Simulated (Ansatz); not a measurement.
The start is a generated trial cell of Bi in the lonsdaleite structure type. A full variable-cell relaxation at zero pressure is run with PBE (plane waves to 420 eV, PAW, scalar-relativistic; Ansatz, an electronic-structure program). The first steps use a coarse 8×8×5 k-mesh.

Starting cell:
```yaml
crystal:
  lattice:
    - [4.61068, 0.00000, 0.00000]
    - [-2.30534, 3.99297, 0.00000]
    - [0.00000, 0.00000, 7.68999]
  atoms:
    - { symbol: Bi, position: [0.33333, 0.66667, 0.05995] }
    - { symbol: Bi, position: [0.66667, 0.33333, 0.55995] }
    - { symbol: Bi, position: [0.66667, 0.33333, 0.94005] }
    - { symbol: Bi, position: [0.33333, 0.66667, 0.44005] }
```

```yaml
initial_pressure: "+18.1 GPa (positive: the cell is compressed)"
largest_initial_force: 0.87 eV/Å, on Bi1, Bi2, Bi3, Bi4 (atoms numbered as listed)
energy_released: 0.59 eV/atom
Shortest distances (start → end): "The closest pairs of elements (up to four, under 3.6 Å), start → end: Bi–Bi 2.82 → 3.07 Å"
band_gap_at_the_end: no gap on the sampled points, where the bands overlap only slightly; such a result is sensitive to mesh and level
optimiser_moves: 15
```

The end point of the relaxation:

```cif
data_Bi4
_chemical_formula_sum 'Bi4'
_space_group_name_H-M_alt 'P63/mmc'
_space_group_IT_number 194
_space_group_name_Hall '-P 6c 2c'
_cell_length_a 5.43585
_cell_length_b 5.43585
_cell_length_c 7.20709
_cell_angle_alpha 90.000
_cell_angle_beta 90.000
_cell_angle_gamma 120.000
loop_
_atom_site_label
_atom_site_type_symbol
_atom_site_symmetry_multiplicity
_atom_site_Wyckoff_symbol
_atom_site_fract_x
_atom_site_fract_y
_atom_site_fract_z
_atom_site_occupancy
Bi1 Bi 4 f 0.33333 0.66667 0.03720 1
```

Final values are on a 10×10×7 k-mesh of the relaxed cell. No spin polarisation in the result. Spin-orbit coupling is missing; with elements this heavy it can move band edges by tenths of an eV or more.

The run could not lower the symmetry of its start; a shaken copy of this end point relaxes with PBE to R-3m (No. 166), 0.08 eV/atom lower.

The relaxed structure here is a generated cell of Bi: the first start was made by placing the elements on the sites of a structure type, and the end was not matched to a known phase here, so it may be hypothetical. Known forms of Bi include space group No. 166.
